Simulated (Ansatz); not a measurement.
These are results of DFT PBE, scalar-relativistic, plane waves, PAW in Ansatz, not measurements. All cells share a 420 eV cutoff and Γ-centred k meshes spaced at most about 0.3 Å⁻¹ (about 0.25 or finer for metals, 2π included). Collinear spin in cells that started with moments and kept them past the coarse steps, no spin elsewhere.

All energies are static (0 K, no zero-point motion). All come from trial cells, and lower structures may exist.

Question: These unrelaxed guesses for ScTeI4 are each relaxed within their symmetry. Order them by the energy at which they end, lowest first.
A.

```
Sc Te I
1.0
     4.65406   -4.86016    0.00000
     4.65406    4.86016    0.00000
     0.00000    0.00000    4.64074
Sc Te I
1 1 4
Direct
  0.50000 0.50000 0.50000
  0.00000 0.00000 0.00000
  0.69640 0.30360 0.00000
  0.30360 0.69640 0.00000
  0.20889 0.20889 0.50000
  0.79111 0.79111 0.50000
```

B.

```
Sc Te I
1.0
     6.65064    0.00000    0.00000
    -3.32532    5.75963    0.00000
     0.00000    0.00000    6.33700
Sc Te I
1 1 4
Direct
  0.33333 0.66667 0.00000
  0.33333 0.66667 0.50000
  0.66667 0.33333 0.50000
  0.51941 0.48059 0.00000
  0.51941 0.03882 0.00000
  0.96118 0.48059 0.00000
```

C.

```
Sc Te I
1.0
     4.73137    0.00000    0.00000
    -2.36568    4.09748    0.00000
     0.00000    0.00000    9.99629
Sc Te I
1 1 4
Direct
  0.00000 0.00000 0.50000
  0.00000 0.00000 0.00000
  0.33333 0.66667 0.74380
  0.33333 0.66667 0.25620
  0.66667 0.33333 0.74380
  0.66667 0.33333 0.25620
```

Answer: A (ends in Cmmm, 0 meV/atom), B (ends in P-6m2, 155 meV/atom), C (ends in P6/mmm, 0.56 eV/atom).

Weakly bound directions are ill-defined at this level, which has no dispersion term (Cmmm, P-6m2, P6/mmm), and this can change margins and order among such cells. Spin–orbit coupling, which can matter for I and Te, is left out. In Cmmm, P6/mmm an odd number of electrons in the primitive cell allows no gap without spin; a larger cell or a magnetic state could open one. The magnetic state reached may not be the lowest. Cells relaxed within their symmetry can be saddle points. Some types were kept out of the candidates beforehand, so the set may lack a known form.
